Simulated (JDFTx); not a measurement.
Input for a modified build of JDFTx: silylphosphine, SiPH5 (SMILES [SiH3]P), charge 0, multiplicity 1, vacuum; lengths in bohr, energies in hartree.

```
lattice \
  20.3145558397 0.0000000000 0.0000000000 \
  0.0000000000 18.8972612463 0.0000000000 \
  0.0000000000 0.0000000000 18.4248297151
coords-type Cartesian
ion Si -1.8211271673 -0.0212881513 -0.7512892485 0
ion P 2.2131493352 -0.0213418972 -2.0021541062 0
ion H -2.9958504912 -2.2737303999 -1.8340655807 0
ion H -2.9820928467 2.2737303999 -1.7552083453 0
ion H -2.1079367891 -0.0703081781 2.0021541062 0
ion H 2.9958504912 -1.9036460225 -0.3674793259 0
ion H 2.9814206458 1.8677396473 -0.3688170847 0
ion-species pseudo/si_pbe_v1.upf
ion-species pseudo/p_pbe_v1.5.upf
ion-species pseudo/h_pbe_v1.4.upf
elec-cutoff 12 60
elec-ex-corr gga-PBE
symmetries none
coulomb-interaction Isolated
coulomb-truncation-embed 0 0 0
elec-n-bands 7
electronic-minimize nIterations 150 energyDiffThreshold 1e-7
dump-name s0.$VAR
dump End State Ecomponents EigStats BandEigs Forces ElecDensity IonicPositions
```

The minimisation and the closing blocks of the log:

```
ElecMinimize: Iter:   0  Etot: -13.239756881756476  |grad|_K:  1.351e-03  alpha:  1.000e+00
ElecMinimize: Iter:   1  Etot: -13.494501017815967  |grad|_K:  4.193e-04  alpha:  1.408e+00  linmin: -6.646e-02
ElecMinimize: Iter:   2  Etot: -13.521854062050433  |grad|_K:  1.526e-04  alpha:  1.544e+00  linmin: -5.815e-03
ElecMinimize: Iter:   3  Etot: -13.525455054642009  |grad|_K:  5.514e-05  alpha:  1.566e+00  linmin:  4.475e-04
ElecMinimize: Iter:   4  Etot: -13.525949135516393  |grad|_K:  2.963e-05  alpha:  1.651e+00  linmin: -3.118e-04
ElecMinimize: Iter:   5  Etot: -13.526096513942072  |grad|_K:  1.510e-05  alpha:  1.705e+00  linmin:  1.246e-04
ElecMinimize: Iter:   6  Etot: -13.526135500255124  |grad|_K:  8.491e-06  alpha:  1.736e+00  linmin: -9.974e-06
ElecMinimize: Iter:   7  Etot: -13.526149192768754  |grad|_K:  5.147e-06  alpha:  1.929e+00  linmin: -6.828e-05
ElecMinimize: Iter:   8  Etot: -13.526154506815788  |grad|_K:  3.505e-06  alpha:  2.038e+00  linmin:  1.024e-06
ElecMinimize: Iter:   9  Etot: -13.526157024930100  |grad|_K:  2.328e-06  alpha:  2.082e+00  linmin: -2.071e-06
ElecMinimize: Iter:  10  Etot: -13.526158067480489  |grad|_K:  1.429e-06  alpha:  1.954e+00  linmin: -6.701e-06
ElecMinimize: Iter:  11  Etot: -13.526158428024146  |grad|_K:  7.473e-07  alpha:  1.794e+00  linmin:  9.943e-06
ElecMinimize: Iter:  12  Etot: -13.526158516218215  |grad|_K:  3.432e-07  alpha:  1.604e+00  linmin:  5.130e-06
ElecMinimize: Iter:  13  Etot: -13.526158533939654  |grad|_K:  1.554e-07  alpha:  1.529e+00  linmin:  2.439e-05
ElecMinimize: Converged (|Delta Etot|<1.000000e-07 for 2 iters).

# Ionic positions in cartesian coordinates:
ion Si  -1.821127167300000  -0.021288151300000  -0.751289248500000 0
ion P   2.213149335199999  -0.021341897200000  -2.002154106199999 0
ion H  -2.995850491200000  -2.273730399900000  -1.834065580700000 0
ion H  -2.982092846700000   2.273730399900000  -1.755208345300000 0
ion H  -2.107936789100000  -0.070308178100000   2.002154106199999 0
ion H   2.995850491200000  -1.903646022500000  -0.367479325900000 0
ion H   2.981420645800000   1.867739647300000  -0.368817084700000 0

# Forces in Cartesian coordinates:
force Si   0.007709086247311  -0.000500533116739   0.002779321131329 0
force P  -0.002400218462527   0.000229553026186  -0.029435797279574 0
force H  -0.006326232869752  -0.008731190962116  -0.004859926223488 0
force H  -0.006121977373650   0.009046564762041  -0.004661616254985 0
force H  -0.002655970033756  -0.000115883947527   0.010596889063245 0
force H   0.004785432731538  -0.016179109046030   0.012778821640433 0
force H   0.004947978741329   0.016225510009061   0.012785283173322 0

# Energy components:
   Eewald =       18.9171995319291995
       EH =       28.5097641434074554
     Eloc =      -64.5005226476400395
      Enl =        2.0801960226157239
      Exc =       -6.8542325557841774
 Exc_core =        1.9441636754227842
       KE =        6.3772732961094043
-------------------------------------
     Etot =      -13.5261585339396539


	eMin: -0.597432 at state 0 ( [ +0.000000 +0.000000 +0.000000 ] spin 0 )
	HOMO: -0.236944 at state 0 ( [ +0.000000 +0.000000 +0.000000 ] spin 0 )
```

The run took 14 electronic cycles; the highest occupied level lies at -6.45 eV from the vacuum level.
